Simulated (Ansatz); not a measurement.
Two inputs for ZnS

Cell: a computed structure from the Materials Project (it need not be an observed phase).

```xyz
40
Lattice="3.8087 0.0000 0.0000 -1.9043 3.2984 0.0000 0.0000 0.0000 62.2639" Properties=species:S:1:pos:R:3 pbc="T T T"
Zn    0.0000    0.0000   24.9058
Zn    0.0000    2.1989   28.0177
Zn    1.9043    1.0995   12.4540
Zn    1.9043    1.0995   40.4718
Zn    0.0000    2.1989   43.5859
Zn    0.0000    0.0000   37.3587
Zn    1.9043    1.0995   59.1496
Zn    0.0000    0.0000    6.2268
Zn    1.9043    1.0995   21.7937
Zn    1.9043    1.0995    3.1165
Zn    0.0000    0.0000   56.0377
Zn    0.0000    2.1989   34.2484
Zn    0.0000    0.0000   15.5662
Zn    0.0000    2.1989   52.9257
Zn    0.0000    0.0000   46.6981
Zn    1.9043    1.0995   31.1331
Zn    0.0000    2.1989    9.3398
Zn    1.9043    1.0995   49.8115
Zn    0.0000    2.1989   18.6796
Zn    0.0000    2.1989    0.0012
S     1.9043    1.0995   14.7868
S     1.9043    1.0995   52.1453
S     0.0000    2.1989   55.2585
S     0.0000    2.1989   21.0134
S     0.0000    0.0000   49.0319
S     1.9043    1.0995    5.4479
S     0.0000    2.1989   30.3500
S     0.0000    0.0000   17.9000
S     0.0000    0.0000    8.5604
S     1.9043    1.0995   42.8056
S     0.0000    2.1989    2.3368
S     1.9043    1.0995   61.4819
S     1.9043    1.0995   33.4687
S     1.9043    1.0995   24.1266
S     0.0000    2.1989   45.9187
S     0.0000    2.1989   11.6736
S     0.0000    0.0000   39.6923
S     0.0000    2.1989   36.5799
S     0.0000    0.0000   58.3711
S     0.0000    0.0000   27.2392
```

Atom numbers follow the list; atoms alike are taken as one site, whose name carries the number of the first.

Reference run. Method: Kohn–Sham DFT in Ansatz, PBE, plane waves and PAW, scalar-relativistic, 420 eV cutoff, Γ-centred 8×8×1 k-points, Fermi–Dirac smearing 0.02 eV.

(1) The input is changed as follows: `hamiltonian.hubbard`: not typed → {sites: [{species: Zn, l: p, u_eff: 20.0}]}; `scf.max_iter`: not typed → 50. What happens to V_zz (10²¹ V/m²) and η?

## Answers

(1) 

```
site  atom  V_zz reference  η reference  V_zz changed  η changed
Zn10    10           0.028         0.00         -0.10       0.00
Zn16    16           -0.11         0.00          0.16       0.00
 S21    21           0.039         0.00         0.030       0.00
 S22    22           0.052         0.00         0.039       0.00
 S25    25           0.046         0.00         0.032       0.00
 S26    26           0.036         0.00         0.066       0.00
 S27    27            0.11         0.00         0.064       0.00
 S29    29           0.042         0.00         0.030       0.00
 S31    31            0.20         0.00          0.42       0.00
 S39    39           0.033         0.00         0.016       0.00
```

The largest change of V_zz is on Zn16, from -0.11 to 0.16. V_zz changes sign on Zn16 (same axis), Zn10 (same axis). Sites with |V_zz| of 0.02 or less aren't listed. Its pressure is 20 GPa, against 2 GPa in the reference run. SCF iterations: 8 and 11. The changed input holds an enormous U, so its numbers aren't properties of the crystal.
